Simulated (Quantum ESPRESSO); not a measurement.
RbPbF3 is taken in the cubic space group Pm-3m (No. 221), the cubic perovskite structure, Pearson symbol cP5. Conventional cell: a = b = c = 4.8617 Å, α = β = γ = 90.00°. F on 3c has 2 Pb at 2.431 Å and 4 Rb at 3.438 Å (octahedral). Rb on 1a sees 12 F at 3.438 Å (cuboctahedral). Pb on 1b is coordinated by 6 F at 2.431 Å (octahedral). (Neighbours: up to the widest gap in distance over summed covalent radii, below 1.35, at either atom; cation-cation contacts left out.)

The geometry is that of Materials Project entry mp-21043, symmetrised and not relaxed again.

What does PBEsol (pw.x of Quantum ESPRESSO, ONCV potentials, with spin-orbit coupling) give for the electronic structure near the Fermi level?

The PBEsol gap is direct, 1.80 eV at R. The cell is held in this high symmetry; tilts and polar distortions were not searched.

The structure is a Materials Project entry; no match was found in the copy of COD used, and its stability was not checked.
